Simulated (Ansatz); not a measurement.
SbH₂, all-electron reference calculation

System: model SbH₂ built from a small cell holding one bonded unit and then distorted.

Ansatz, LAPW, all electrons; functional PBE; scalar relativity, no spin–orbit coupling, point nuclei. Coarse mesh: 2×2×2 (half-step shift), σ = 0.15 eV (Fermi–Dirac). For a metal, stress, forces and moments on so few k-points can be far from the converged ones. No spin polarisation. The cell's electron count is odd, so a run with spin could end lower. Atoms are numbered as listed.

Lattice vectors (Å):
```
-2.2310  2.1775  2.4902
 2.1897 -2.2192  2.4905
 2.4373  2.4255 -2.5319
```

```tsv
atom	x	y	z (fractional)
Sb1	0.7273	0.3236	0.2651
H2	0.8005	0.0462	0.8569
H3	0.4770	0.6658	0.3392
```

**Question.** Predict the output of the run.

**Answer.** 
| atom | Fx (eV/Å) | Fy (eV/Å) | Fz (eV/Å) |
| --- | --- | --- | --- |
| Sb1 | -0.211 | 0.891 | -0.664 |
| H2 | 0.744 | -0.489 | 0.420 |
| H3 | -0.533 | -0.403 | 0.244 |

Stress (GPa; xx, yy, zz, yz, xz, xy; compression positive): -0.29, -1.18, -5.83, -1.52, 2.37, 1.81.

| Property | Result |
| --- | --- |
| All-electron free energy E − TS (its zero hangs on the relativistic scheme and nucleus) | -176402.689 eV |
| Pressure | -2.43 GPa |
| Largest force | 1.131 eV/Å |

# All-electron DFT: Sb2H

This is model Sb2H in the fluorite structure, strained and with atoms displaced, one atom being moved towards a neighbour.

Same method, mesh 2×2×2 with shift 0.5, 0.5, 0.5. The run is spin-unpolarised. The cell's electron count is odd, so a run with spin could end lower.

```xyz
3
Lattice="-3.1968 0.1377 2.9740 0.0290 3.3780 3.1408 -3.2688 3.2832 0.0658" Properties=species:S:1:pos:R:3 pbc="T T T"
H    -3.1208    4.8416    2.8170
Sb   -4.3245    6.1655    4.7224
Sb   -7.4436    9.3887    7.9745
```

Forces (eV/Å): H1 (0.497, -0.422, -0.162); Sb2 (-0.560, 0.825, 1.073); Sb3 (0.062, -0.403, -0.911).

Stress (GPa; xx, yy, zz, yz, xz, xy; compression positive): 1.65, 5.48, 6.90, -4.75, 5.60, 5.95.

| Item | Value |
| --- | --- |
| All-electron E − TS, for this scheme | -352760.835 eV |
| Pressure | 4.68 GPa |
| Largest force | 1.465 eV/Å |
